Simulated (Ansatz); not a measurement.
## Data sheet: CdSiP2 (DFT)

CdSiP2:
```
CdSiP2
1.0
   -2.86197     2.86197     5.29091
    2.86197    -2.86197     5.29091
    2.86197     2.86197    -5.29091
Cd Si P
2 2 4
Direct
  0.75000   0.25000   0.50000
  0.00000   0.00000   0.00000
  0.25000   0.75000   0.50000
  0.50000   0.50000   0.00000
  0.17056   0.12500   0.54556
  0.57944   0.62500   0.45444
  0.37500   0.82944   0.95444
  0.87500   0.42056   0.04556
```

Space group I-42d (No. 122), chalcopyrite; conventional cell a = b = 5.7239 Å, c = 10.5818 Å, α = β = γ = 90.00°.

Method: the program Ansatz at the PBE level (PAW). Structure relaxed to zero pressure with the same functional. Other levels are named where they apply.

Cell and energy:

```
Quantity                                                       Value
-----------------------------------------------------  -------------
Volume per atom                                             21.67 Å³
Density                                                   3.88 g/cm³
Formation energy from the elements (no fitted shifts)  -0.23 eV/atom
```

Electronic structure:

```
Quantity                                                                      Result
--------------------------------------------  --------------------------------------
Band gap                                                            1.42 eV (direct)
Valence-band maximum                                                            at Γ
Conduction-band minimum                                                         at Γ
Electron effective mass                       0.28, 0.28, 0.70 mₑ (principal values)
Hole effective mass                           0.14, 0.47, 0.47 mₑ (principal values)
Hole effective mass with spin–orbit coupling  0.14, 0.46, 0.46 mₑ (principal values)
HSE06 gap on the PBE cell                                                    2.06 eV
Gap with spin–orbit coupling                                                 1.42 eV
```

Mechanics:

```
Property                                                                                                                    Value
-----------------------------------------------------------  --------------------------------------------------------------------
Bulk modulus (Birch–Murnaghan fit)                                                                                       744 kbar
Pressure derivative B′                                                                                                        4.5
Elastic constants (relaxed ions, GPa)                        C11 = 115, C12 = 52.7, C13 = 59.1, C33 = 100, C44 = 53.0, C66 = 49.9
Mechanical stability                                                                       stable (all eigenvalues of C positive)
Hill bulk and shear moduli                                                                                      74.6 and 39.4 GPa
Young's modulus                                                                                                           100 GPa
Poisson's ratio                                                                                                              0.28
Debye temperature from the elastic constants                                                                                379 K
Piezoelectric stress constants (proper, relaxed ions, C/m²)                                         e14 = e25 = -0.14, e36 = 0.09
```

Dielectric response:

```
Quantity                                                                         Result
--------------------------------------------------------  -----------------------------
Electronic dielectric constant ε∞ (DFPT)                      10.9 (xx = yy), 10.7 (zz)
Static dielectric constant ε0 (ions relaxed, cell fixed)      13.7 (xx = yy), 13.1 (zz)
Born charges (a third of the trace)                       Cd +2.04, Si +2.31, P -2.18 e
```

Phonons:

```
Quantity                                                             Value
--------------------------------------------------  ----------------------
Highest zone-centre frequency (without LO–TO term)               13.74 THz
Zone-centre stability                               no imaginary mode at Γ
```

Charges:

```
Quantity                               Value
-------------  -----------------------------
Bader charges  Cd +0.59, Si +1.87, P -1.23 e
```

The PBE relaxation kept the symmetry of its start. Signs of piezoelectric constants follow the polarity of the cell as given. The references are the lowest solids computed at this level, not always the standard phases. Scalar-relativistic: spin–orbit coupling is off unless named, which matters more the heavier the elements.

Potentials: the later of the program's two PAW sets.
